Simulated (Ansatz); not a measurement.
**From the elastic tensor of HgPd at 25 GPa (stress–strain coefficients) to moduli and sound speeds**

Theory: Ansatz 0.2.0, DFT PBEsol, scalar-relativistic, plane waves, PAW. Plane waves to 420 eV; Γ-centred k mesh 14×14×12; Fermi-Dirac smearing of 0.15 eV. No spin polarisation.

It takes space group P4/mmm (No. 123, tetragonal). Conventional cell: a = 2.896 Å, b = 2.896 Å, c = 3.582 Å, α = 90.00°, β = 90.00°, γ = 90.00°. Hg (site symmetry 4/mmm) has 8 Pd at 2.72 Å and 4 Hg at 2.90 Å as nearest neighbours. Pd (site symmetry 4/mmm) has 8 Hg at 2.72 Å and 4 Pd at 2.90 Å as nearest neighbours.

In a metal, frequencies and elastic constants depend on the k mesh and the smearing, soft modes and shear constants most. Spin–orbit coupling is left out, which can shift energies with elements as heavy as these. Other phases may be more stable at this pressure.

Relaxed-ion constants (GPa, on the Cartesian axes of the calculation):
```
349.4 213.8 262.6   0.0   0.0   0.0
213.8 349.4 262.6   0.0   0.0   0.0
262.5 262.5 308.7   0.0   0.0   0.0
  0.0   0.0   0.0 121.0   0.0   0.0
  0.0   0.0   0.0   0.0 121.0   0.0
  0.0   0.0   0.0   0.0   0.0  68.3
```

Density 16.968 g/cm³; 2 atoms in 30.04 Å³.

The values that follow are for a polycrystal of randomly turned grains, by Hill's mean where one number stands. In a crystal this anisotropic the Voigt and Reuss bounds lie far apart, so Hill's mean and the sound speeds and Debye temperature from it are rough.

With S = C⁻¹: B_V = (C11+C22+C33+2(C12+C13+C23))/9, G_V = (C11+C22+C33−C12−C13−C23+3(C44+C55+C66))/15, 1/B_R = S11+S22+S33+2(S12+S13+S23), 15/G_R = 4(S11+S22+S33−S12−S13−S23)+3(S44+S55+S66); Hill is their mean. Then v_l = √((B+4G/3)/ρ), v_t = √(G/ρ), v_m = [(2/v_t³+1/v_l³)/3]^(−1/3) and Θ = (ħ/k_B)·v_m·(6π²n/V)^(1/3) for n atoms in the volume V; E = 9BG/(3B+G), ν = (3B−2G)/(2(3B+G)) and A^U = 5G_V/G_R + B_V/B_R − 6.

```json
{"Bulk modulus, Voigt / Reuss / Hill": "276.1 / 276.0 / 276.1 GPa", "Shear modulus, Voigt / Reuss / Hill": "80.0 / 54.4 / 67.2 GPa", "Young's modulus": "186 GPa", "Poisson ratio": "0.387", "Pugh ratio B/G": "4.11", "Universal anisotropy index": "2.35", "Longitudinal and transverse sound speeds": "4642 and 1990 m/s", "Debye temperature from the mean sound speed": "271 K"}
```

Cost: 1 run of about 3.9 core-minutes, on Arm Neoverse V1 (shared hosts).